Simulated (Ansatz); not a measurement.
Ru:
```
Ru
1.0
   -1.61911     1.61911     1.36746
    1.61911    -1.61911     1.36746
    1.61911     1.61911    -1.36746
Ru
1
Cartesian
  0.00000   0.00000   0.00000
```
Starting moments (μB, in the order of the atoms Ru): 0.6.

Relaxed with PBE. Special points in fractions of this cell's reciprocal vectors: Γ (0.000, 0.000, 0.000); X (0.000, 0.000, 0.500); M (-0.500, 0.500, 0.500); Z (0.428, 0.428, -0.428); Z0 (-0.428, 0.572, 0.428); P (0.250, 0.250, 0.250); N (0.000, 0.500, 0.000).

List the band energies nearest the Fermi level at these points for PBE in the plane-wave PAW code Ansatz.

In eV from the Fermi level; about four levels below and three above (degenerate sets whole), none deeper than 8.9 eV; … stands for higher levels left out; points with the same levels are listed once.

```csv
k,below,above
Γ ↑,-3.67 -1.94 -1.94 -1.52,…
X ↑,-5.84 -3.02 -1.62 -0.57,0.40 …
M ↑,-6.31 -5.92,1.56 1.56 2.07
Z ↑,-6.03 -5.40,0.48 0.48 1.72
P ↑,-4.03 -4.03 -3.08 -0.33,0.80 …
N ↑,-6.04 -4.87 -0.60,1.48 1.86 …
Γ ↓,-3.46 -1.58 -1.58 -1.18,…
X ↓,-5.68 -2.68 -1.31,0.37 0.51 …
M ↓,-5.68 -5.67,1.97 1.97 2.33
Z ↓,-5.38 -5.16,0.83 0.83 1.98
P ↓,-3.76 -3.76 -2.90,0.63 1.19 …
N ↓,-5.72 -4.62,0.24 1.87 1.93
```

Space group I4/mmm (body-centred tetragonal). The start of the workflow was typed in or built on a structure type; neither database checked (COD, Materials Project) lists it. It is not the phase usual at ambient conditions (space group No. 194). Symmetry was held in the PBE relaxation; its stability against distortions is not shown here. The final state is ferromagnetic, chosen from 2 collinear starts compared on coarse meshes (ties went to the first, and starts can fall back to one state), not a proven ground state. Spin–orbit coupling is left out wherever it is not named.

Potentials: the earlier of the program's two PAW sets.
